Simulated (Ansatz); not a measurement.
Relaxed-ion elastic tensor of YB2 in space group P6/mmm (No. 191; Y on 1a, B on 2d) in GPa (Voigt order), DFT-PBEsol in the program Ansatz with PAW potentials; density 5.17 g/cm³, 11.83 Å³ per atom.

```
      1     2     3    4    5    6
-  ----  ----  ----  ---  ---  ---
1   378  50.1  85.4  0.0  0.0  0.0
2  50.1   378  85.4  0.0  0.0  0.0
3  85.4  85.4   351  0.0  0.0  0.0
4   0.0   0.0   0.0  171  0.0  0.0
5   0.0   0.0   0.0  0.0  171  0.0
6   0.0   0.0   0.0  0.0  0.0  164
```

Q: Is the crystal mechanically stable?

A: Yes: the smallest eigenvalue of C is 164 GPa.

Q: Work out the Voigt, Reuss and Hill averages.

A: K_V = 172, K_R = 172, K_H = 172; G_V = 160, G_R = 159, G_H = 160 GPa.

Q: Give Young's modulus, Poisson's ratio, Pugh's ratio and the universal anisotropy index.

A: E = 9KG/(3K + G) = 366 GPa; ν = 0.15; K/G = 1.08 (brittle by the Pugh limit of 1.75); A_U = 5G_V/G_R + K_V/K_R − 6 = 0.05.

Q: Estimate the sound speeds and the Debye temperature.

A: v_l = √((K + 4G/3)/ρ) = 8630 m/s, v_t = √(G/ρ) = 5560 m/s, mean 6100 m/s; Θ = (h/k)(3n/4πV)^(1/3) v_m = 797 K.

Q: How much does each axis shrink under pressure?

A: Linear compressibilities β_i = Σ_j S_ij (j = 1 to 3): x 2.0, y 2.0, z 1.9 per TPa.

The workflow started from an entry of the Crystallography Open Database (COD). Its standing as an ambient phase is unchecked. The PBEsol relaxation kept the symmetry of its start; its stability against distortions is not shown here. The run is not spin-polarised. As this level gives no gap, shear constants depend on the k-mesh and smearing (Fermi–Dirac, 0.1 eV here). On the denser mesh and wider smearing of the elastic run this cell carries a stress of 0.5 GPa.

Potentials: the later of the program's two PAW sets.
